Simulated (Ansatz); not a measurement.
ZnPd$_{5}$Se in space group P4/mmm (No. 123; Zn on 1c, Pd on 4i, Pd on 1a, Se on 1b), DFT-PBE in the program Ansatz with PAW potentials, all energies at zero smearing, with the estimated change up to a 700 eV cutoff added, with one set of potentials and settings (totals compare only within such a set). Cell of 7 atoms (1 Zn, 5 Pd, 1 Se): -43654.600 eV.

```
element              reference phase  E (eV/atom)
-------  ---------------------------  -----------
Zn         C2/m, 3 atoms in the cell   -3319.0295
Pd        Fm-3m, 1 atoms in the cell   -6972.8544
Se       P3_121, 3 atoms in the cell   -5469.0798
```

Formation energy per atom, worked out: (-43654.600 − 1×(-3319.0295) − 5×(-6972.8544) − 1×(-5469.0798))/7 = -0.317 eV/atom (-31 kJ per mol of atoms), at 0 K, without zero-point energy or fitted corrections.

The first step of the workflow began from a Materials Project structure, measured or hypothetical; the Crystallography Open Database files this formula in space group No. 123, but the cells were not matched. Whether it is the stable phase at ambient conditions was not checked. The cell was relaxed with PBE under the symmetry of its start; its stability against distortions is not shown here. No spin polarisation was allowed. The references are the lowest solids computed at this level, not always the standard phases.

Potentials: the later of the program's two PAW sets.
